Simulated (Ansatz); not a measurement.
Ansatz input

```yaml
crystal:
  lattice:
    - [3.7229197714, 0.0, 0.0]
    - [-1.8614598857, 3.2241430982, 0.0]
    - [0.0, 0.0, 12.228821251]
  atoms:
    - { symbol: Ca, position: [0.0, 0.0, 1.0] }
    - { symbol: Ca, position: [0.0, 0.0, 0.5] }
    - { symbol: Ca, position: [0.3333333333, 0.6666666667, 0.25] }
    - { symbol: Ca, position: [0.6666666667, 0.3333333333, 0.75] }
hamiltonian:
  xc: lda
  pseudopotentials:
    kind: paw
    azcp:
      Ca: "pseudopotentials/Ca.paw.azcp"
basis:
  ecutwfc: 420
  fft_grid_basis: typed
kpoints:
  mp_grid: { grid: [11, 11, 3], shift: [0, 0, 0] }
magnetization:
  spin_polarized: false
scf:
  occupations: { method: fermi_dirac, width: 0.1 }
  lower_state_search: "off"
output:
  stress: true
  write_density: true
  write_potential: true
  elf: true
  volumetric_format: npy
```

and its output:

```
Warning: the record states the generating functional pbe (its physics header spells it `PBE`), which answers neither for hamiltonian.xc's functional nor for the lda family's — results may be inconsistent (PPs are generated against a specific XC)
Engine: ansatz 0.2.0, aarch64-unknown-linux-gnu
Pseudopotentials: kind: paw
Pseudopotential: Ca, paw, valence charge 10, recommended cutoff 420 eV (normal) 
Functional definition: SPW92
  exchange = slater_x
  correlation = pw_c
Crystal: 4 atoms, lattice volume = 146.785 Å³
Basis set: ecut = 420 eV, 2873 PW (Γ)
Bands: 24, of which v1, the nominal top of the filled ones, is band 20 counted from 1 (19 counted from 0)
Symmetry: 24 space group operations
Space group: P63/mmc (ITA 194), of the structure as read, at distance tolerance 5.3e-5 Å
k-points: 32 of 363
Non-local potential: Ca, projectors of the file, l = 0: 3, l = 1: 2, l = 2: 2
PAW form: soft (Blöchl's): semilocal exchange-correlation on the pseudo side does not see the compensation charge
PAW frozen core: Ca, regenerated for the run's functional, and the local potential with it (the file was generated under x = pbe(κ = 0.804, μ = 0.2195149727645171), c = pbe(β = 0.06672455060314922))
PAW one-centre angular grid: Ca, 110 points (default); XC on 64 Gauss nodes
Initial density: superposition of atomic densities (neutral atoms: chi_scale 0, normalization atom), corrected by the library's trained network
Initial wavefunctions: pseudopotential atomic-orbital guess
Functional: x = slater, c = lda
SCF iter   1: F=—  HF=-7090.474043 eV  |F-HF|=—  |Δ(HF+E_count)|=         —  Δρ=3.94e-3  dr2=1.12e-2  ethr=1.77e-3  ⟨swp⟩=8.1  Hψ=8135  notcnv=0
automatic band count: the SCF goes on with 28 bands, as 24 were too few: the levels above may hold too much charge
SCF iter   2: F=—  HF=-7090.474605 eV  |F-HF|=—  |Δ(HF+E_count)|=   5.62e-4  Δρ=2.18e-3  dr2=3.34e-3  ethr=2.80e-5  ⟨swp⟩=2.6  Hψ=1596  notcnv=0
SCF iter   3: F=—  HF=-7090.474953 eV  |F-HF|=—  |Δ(HF+E_count)|=   3.48e-4  Δρ=3.35e-4  dr2=1.66e-4  ethr=8.34e-6  ⟨swp⟩=2.6  Hψ=1301  notcnv=0
SCF iter   4: F=—  HF=-7090.475002 eV  |F-HF|=—  |Δ(HF+E_count)|=   4.91e-5  Δρ=7.68e-5  dr2=1.19e-5  ethr=4.16e-7  ⟨swp⟩=1.0  Hψ=896  notcnv=0
SCF iter   5: F=—  HF=-7090.474999 eV  |F-HF|=—  |Δ(HF+E_count)|=   2.83e-6  Δρ=1.19e-5  dr2=2.20e-7  ethr=2.98e-8  ⟨swp⟩=2.1  Hψ=1031  notcnv=0
SCF iter   6: F=-7090.474999 eV  HF=-7090.474999 eV  |F-HF|=5.89e-9  |Δ(HF+E_count)|=   6.53e-9  Δρ=3.77e-6  dr2=2.26e-8  ethr=2.50e-10  ⟨swp⟩=10.5  Hψ=5858  notcnv=0
SCF 1 converged in 6 iterations: F = -7090.474999 eV  dr2 = 2.26e-8
SCF converged after 6 iterations
Free energy (F): -7090.474999 eV
Harris-Foulkes:  -7090.474999 eV  (|F-HF|=5.89e-9)
Internal energy: -7090.310462 eV  (E = F + TS)
E sigma→0 (E₀):  -7090.392730 eV
Entropy (-TS):   -0.164538 eV (-41.134 meV/atom)
Fermi energy:    5.774128 eV
--- Per-component energies (eV) ---
  E_band       = -652.186522
  E_kinetic    = 1105.776203
  E_local      = -3234.791505  (includes V_loc(G=0)·N_el)
  E_nonlocal   = 269.385845
  E_hartree    = 1073.103601
  E_xc         = -536.922806
  E_vxc        = -674.830177  (∫ρ·V_xc dr)
  E_paw        = -3264.938634  (= ΣΔE_a)
  E_vpaw       = -263.932650  (= ΣTr[D̂ρ^β])
  E_aug_tail   = -0.000020  (compensation charges beyond the density's cutoff)
  E_ewald      = -2503.055808
  E_core_change = 1.132663  (= ΣΔE_core)
  E_smearing   = -0.164538  (= −TS)
  E_closure    = 0.000000  (closes the sum)
  Σ components = -7090.474999   (vs F -7090.474999, Δ=0.00e0)
--- Stress (GPa, compression-positive) ---
        0.825978       0.000000       0.000000
        0.000000       0.825978       0.000000
        0.000000       0.000000       0.840086
  P = ⅓ Tr σ = 0.8307 GPa (8.307 kbar)
--- Band table (eV; the first three rows and the last of 32) ---
  k-point 0: bands = ["-35.5662", "-35.5547", "-35.5506", "-35.5390", "-16.9262", "-16.8120", "-16.8096", "-16.7279", "-16.7279", "-16.7146", "-16.7146", "-16.7101", "-16.7101", "-16.6968", "-16.6968", "-16.6923", "1.4974", "2.6245", "2.6275", "4.6405", "5.7644", "7.1647", "7.1808", "8.0609", "8.0609", "8.1154", "8.1154", "8.1249"]
  k-point 1: bands = ["-35.5644", "-35.5596", "-35.5456", "-35.5408", "-16.9109", "-16.8689", "-16.7520", "-16.7258", "-16.7258", "-16.7204", "-16.7204", "-16.7084", "-16.7043", "-16.7043", "-16.6988", "-16.6988", "1.6306", "2.0187", "3.3866", "4.1783", "6.1140", "6.6521", "7.6433", "7.9926", "8.1001", "8.1001", "8.1420", "8.1420"]
  k-point 2: bands = ["-35.5642", "-35.5532", "-35.5491", "-35.5380", "-16.9198", "-16.8138", "-16.8117", "-16.7423", "-16.7324", "-16.7252", "-16.7213", "-16.7181", "-16.7136", "-16.7116", "-16.6992", "-16.6945", "1.6400", "2.7540", "2.7570", "4.7809", "5.7539", "7.1235", "7.1776", "7.8746", "7.9542", "8.0047", "8.1588", "8.1950"]
  k-point 31: bands = ["-35.5341", "-35.5339", "-35.5296", "-35.5294", "-16.8867", "-16.8853", "-16.8717", "-16.8636", "-16.8404", "-16.8377", "-16.8202", "-16.8079", "-16.7704", "-16.7557", "-16.7482", "-16.7434", "5.4297", "5.4882", "5.6333", "5.6364", "5.9280", "6.0745", "6.1251", "6.2908", "6.6591", "6.8558", "6.8572", "7.1858"]
```
